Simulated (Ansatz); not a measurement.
Sr2TaNO3:
```
CELL_PARAMETERS angstrom
     -1.99572     2.02507     6.27558
      1.99572    -2.02507     6.27558
      1.99572     2.02507    -6.27558
ATOMIC_POSITIONS crystal
  Sr 0.64476 0.64476 0.00000
  Sr 0.35524 0.35524 0.00000
  Ta 0.00000 0.00000 0.00000
  N  0.50000 0.00000 0.50000
  O  0.83856 0.83856 0.00000
  O  0.16144 0.16144 0.00000
  O  0.00000 0.50000 0.50000
```

Relaxed with PBEsol. Special points in fractions of this cell's reciprocal vectors: Γ (0.000, 0.000, 0.000); X (0.500, 0.500, -0.500); F2 (0.275, 0.725, -0.275); Σ0 (-0.275, 0.275, 0.275); Y0 (0.276, -0.276, 0.276); U0 (0.724, 0.276, -0.276); R (0.000, 0.500, 0.000); W (0.250, 0.250, 0.250); S (0.500, 0.000, 0.000); T (0.000, 0.000, 0.500).

### Question
List the band energies nearest the valence-band maximum at these points for PBEsol in the plane-wave PAW code Ansatz.

### Answer
In eV from the valence-band maximum; about four levels below and three above (degenerate sets whole), none deeper than 8.9 eV; points with the same levels are listed once.

```json
[
 {"k": "Γ", "below": "-2.19 -1.25 -1.07 0.00", "above": "0.59 1.76 1.85"},
 {"k": "X", "below": "-2.51 -1.60 -1.08 -0.06", "above": "0.61 2.39 2.54"},
 {"k": "F2", "below": "-2.17 -1.57 -0.99 -0.31", "above": "2.55 3.50 3.67"},
 {"k": "Y0", "below": "-3.16 -2.52 -2.45 -0.81", "above": "2.38 3.97 4.54 4.54"},
 {"k": "R", "below": "-2.22 -1.54 -0.91 -0.30", "above": "2.51 3.58 3.60"},
 {"k": "W", "below": "-2.56 -2.09 -1.15 -0.70", "above": "3.67 4.22 5.09"},
 {"k": "S", "below": "-3.16 -3.15 -2.56 -2.36 -0.84", "above": "2.34 3.87 4.67"},
 {"k": "T", "below": "-2.44 -2.39 -1.08 -0.71", "above": "3.78 4.07 5.04"}
]
```

Space group Immm. The first step of the workflow began from a Materials Project structure, measured or hypothetical; the Crystallography Open Database copy checked does not list it. With N and O taken as one species the cell has the higher symmetry I4/mmm, so it may be an ordered model of a mixed-site phase. Its standing as an ambient phase is unchecked. The PBEsol relaxation kept the symmetry of its start. At this level the phase is dynamically unstable (imaginary phonons). No spin polarisation was allowed. Scalar-relativistic: spin–orbit coupling is off unless named, which matters more the heavier the elements.

Potentials: the later of the program's two PAW sets.
